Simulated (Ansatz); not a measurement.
The relaxed structure here is a generated cell of TiTe2: the first start was made by placing the elements on the sites of a structure type, and the end was not matched to a known phase here, so it may be hypothetical. Known forms of TiTe2 include space group No. 164.

A relaxed cell of TiTe2 (Fm-3m (No. 225)), relaxed on a k-mesh at least as fine as the one used below. These are PBEsol (plane waves to 420 eV, PAW, scalar-relativistic; Ansatz, a first-principles code) values and carry that method's errors. Γ-centred k-mesh 8×8×8 on the run's cell (coarser than for final values), Fermi–Dirac smearing 0.05 eV.

```
CELL_PARAMETERS angstrom
      0.00000     6.78002     6.78002
      3.39001     3.39001     6.78002
      3.39001     3.39001     0.00000
ATOMIC_POSITIONS crystal
  Ti 0.00000 0.00000 0.00000
  Ti 0.50000 0.00000 0.00000
  Te 0.00000 0.25000 0.25000
  Te 0.50000 0.25000 0.25000
  Te 0.00000 0.75000 0.75000
  Te 0.50000 0.75000 0.75000
```

The atoms are displaced along an unstable phonon of this cell by (Å):

| atom | ux | uy | uz |
|---|---|---|---|
| Ti1 | 0.000 | 0.000 | 0.000 |
| Ti2 | 0.000 | 0.000 | 0.000 |
| Te3 | 0.000 | 0.000 | -0.150 |
| Te4 | 0.000 | 0.000 | 0.150 |
| Te5 | 0.000 | 0.000 | -0.150 |
| Te6 | 0.000 | 0.000 | 0.150 |

### Question
What forces (eV/Å) and pressure result?

### Answer
```
atom    Fx    Fy     Fz
----  ----  ----  -----
Ti1   0.00  0.00   0.00
Ti2   0.00  0.00   0.00
Te3   0.00  0.00  -0.18
Te4   0.00  0.00   0.18
Te5   0.00  0.00  -0.18
Te6   0.00  0.00   0.18
```

Pressure +0.1 GPa.

The undisplaced cell is probably no minimum: from this displacement the run went on to P4₂/nmc (No. 137), 0.03 eV/atom below it.

No spin polarisation in the result. A magnetic state may lie lower.
